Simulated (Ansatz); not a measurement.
IrC:
Space group P-6m2 (No. 187); a = b = 3.0314 Å, c = 2.6582 Å, α = β = 90.00°, γ = 120.00°

```
atom  site  symmetry       x       y       z
----  ----  --------  ------  ------  ------
Ir      1a      -6m2  0.0000  0.0000  0.0000
C       1d      -6m2  0.3333  0.6667  0.5000
```

Relaxed with r²SCAN.

### Question
Tabulate the valence density and the electron localisation function along the shortest Ir–Ir contact (2.66 Å), r²SCAN in the plane-wave PAW code Ansatz.

### Answer


```tsv
distance from Ir (Å)	density (e/Å³)	ELF
0.27	9.10	0.51
0.40	7.93	0.60
0.53	6.10	0.64
0.66	3.98	0.61
0.80	2.16	0.53
0.93	1.11	0.40
1.06	0.69	0.30
1.20	0.51	0.28
1.33	0.47	0.29
1.46	0.51	0.28
1.59	0.69	0.30
1.73	1.11	0.40
1.86	2.16	0.53
1.99	3.98	0.61
2.13	6.10	0.64
2.26	7.93	0.60
2.39	9.10	0.51
```

The density is the valence pseudo-density with augmentation charge, so density and ELF within about 1 Å of a nucleus are not all-electron values.

The start of the workflow was typed in or built on a structure type; neither database checked (COD, Materials Project) lists it. Whether it is the stable phase at ambient conditions was not checked. The r²SCAN relaxation kept the symmetry of its start; whether a distortion lowers the energy is not shown. No spin polarisation was allowed. Its formation energy is positive at this level, so the cell may be metastable or incomplete. Scalar-relativistic: spin–orbit coupling is off unless named, which matters more the heavier the elements.

Potentials: the earlier of the program's two PAW sets.
